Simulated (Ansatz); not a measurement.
Here is the system:

Hf3Ge:
```cif
data_GeHf3
_chemical_formula_sum 'Ge1 Hf3'
_space_group_name_H-M_alt 'P 1'
_space_group_IT_number 1
_cell_length_a 4.83633
_cell_length_b 4.83633
_cell_length_c 4.83633
_cell_angle_alpha 60.000
_cell_angle_beta 60.000
_cell_angle_gamma 60.000
loop_
_space_group_symop_operation_xyz
  'x, y, z'
loop_
_atom_site_label
_atom_site_type_symbol
_atom_site_fract_x
_atom_site_fract_y
_atom_site_fract_z
_atom_site_occupancy
Ge1 Ge 0.00000 0.00000 0.00000 1
Hf1 Hf 0.50000 0.50000 0.50000 1
Hf2 Hf 0.25000 0.25000 0.25000 1
Hf3 Hf 0.75000 0.75000 0.75000 1
```

This is the PBE-relaxed structure.

Task: All from PBE (plane waves, PAW; program Ansatz), unless another level is named. Give the electronic character.

Result: metallic (no gap).

Task: Next, the formation energy from the elements (no fitted shifts)?

Result: 0.013 eV/atom.

Task: Give the density of states at the Fermi level.

Result: 2.1 states/eV per atom (mean over ±0.08 eV).

Space group Fm-3m. A made-up cell: these elements were put on the sites of a structure type; neither database checked (COD, Materials Project) lists it. Its standing as an ambient phase is unchecked. Symmetry was held in the PBE relaxation; whether a distortion lowers the energy is not shown. The run is not spin-polarised. The references are the lowest solids computed at this level, not always the standard phases. Scalar-relativistic: spin–orbit coupling is off unless named, which matters more the heavier the elements.

Potentials: the later of the program's two PAW sets.
